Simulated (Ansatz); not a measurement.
W (fcc, Cu type)

```xyz
2
Lattice="0.0000 3.9718 3.9718 1.9859 0.0000 1.9859 1.9859 1.9859 0.0000" Properties=species:S:1:pos:R:3 pbc="T T T"
W      0.0000     0.0000     0.0000
W      1.9859     1.9859     3.9718
```

A phonon eigenvector at L = (0.5, 0.0, 0.0) is frozen into this cell: atom i moves by Q times the vector below, so Q is the largest atomic displacement, in Å. The cell is held. (q is in reciprocal vectors of the primitive cell; the cell shown is doubled to hold the pattern.)

```
atom       x       y       z
----  ------  ------  ------
W1    -0.577   0.577   0.577
W2     0.577  -0.577  -0.577
```

The numbers are results of LDA (plane waves to 420 eV, PAW, scalar-relativistic; Ansatz, a program for electronic structure), not measurements. k mesh 10×20×20 (Γ-centred), Fermi-Dirac smearing 0.05 eV. The energy includes the smearing's −TS. Left out: 2 of 13 points, with atoms too close for the PAW data. With partly filled bands, energies and forces of such displacements shift with the k mesh and the smearing. Spin-orbit coupling is left out, though W is heavy. This is one of several known forms of W; the measured ambient cells at hand have space group No. 229. W is run without spin polarisation. W was relaxed with its symmetry unable to fall. ΔE is measured from the undisplaced structure. The last digit holds for this mesh only.

| Q (Å) | ΔE (meV/cell) |
|---|---|
| -0.2333 | 1419.8 |
| -0.1867 | 1006.0 |
| -0.1400 | 629.0 |
| -0.0933 | withheld |
| -0.0467 | 79.2 |
| 0.0000 | 0.0 |
| 0.0467 | 79.2 |
| 0.0933 | withheld |
| 0.1400 | 629.0 |
| 0.1867 | 1006.0 |
| 0.2333 | 1419.8 |

Task: Fit an even polynomial form (powers 2, 4, 6) to the given rows and predict ΔE at Q = -0.0933.

Result: Least squares on the 9 given rows: ΔE = (37520)·Q² + (-316100)·Q⁴ + (1948000)·Q⁶, in meV/cell with Q in Å; root-mean-square residual 0.58 meV/cell. At -0.0933 the fit gives 303.9 meV/cell; the calculation gives 301.5 meV/cell, so the interpolation is off by 2.4 (+0.8 %). The quadratic term alone would give 326.6 meV/cell.

(For displaced atoms, the force is minus the slope of the energy, and its curvature is a force constant, which sets phonon frequencies.)
